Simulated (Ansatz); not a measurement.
Values for one crystal, relaxed and computed with the program Ansatz at the PBEsol level (PAW); other levels are named.

| Quantity | Result |
|---|---|
| Volume per atom | 28.50 Å³ |
| Electronic character | no gap, with almost no states at the Fermi level (zero-gap or semimetallic) |
| Zone-centre stability | no imaginary mode at Γ |
| Density of states at the Fermi level | 0.00 states/eV per atom (mean over ±0.08 eV) |
| Formation energy from the elements (no fitted shifts) | -0.12 eV/atom |
| HSE06 gap on the PBEsol cell | 0.87 eV (a hybrid on a coarse mesh can open a false gap in a semimetal) |
| Pressure derivative B′ | 4.8 |

Question: Which of these materials gives this?
A) GaSb, P6_3mc (Ga on 2b, Sb on 2b, Ga on 2a, Sb on 2a)
B) Ge2BSb, R3m (B on 3a, Sb on 3a, Ge on 3a, Ge on 3a)
C) GaP, rock salt
D) InSb, P6_3mc (In on 2b, Sb on 2b, In on 2a, Sb on 2a)

Answer: A, GaSb, P6_3mc (Ga on 2b, Sb on 2b, Ga on 2a, Sb on 2a)

The start of the workflow was typed in or built on a structure type; the Crystallography Open Database copy checked does not list it. It is not the phase usual at ambient conditions (space group No. 216). The PBEsol relaxation kept the symmetry of its start. The references are the lowest solids computed at this level, not always the standard phases. Spin–orbit coupling is left out wherever it is not named.

Potentials: the earlier of the program's two PAW sets. The files were generated under PBE; for other functionals the program regenerates the frozen cores, and for LDA and PBEsol the local potential too.
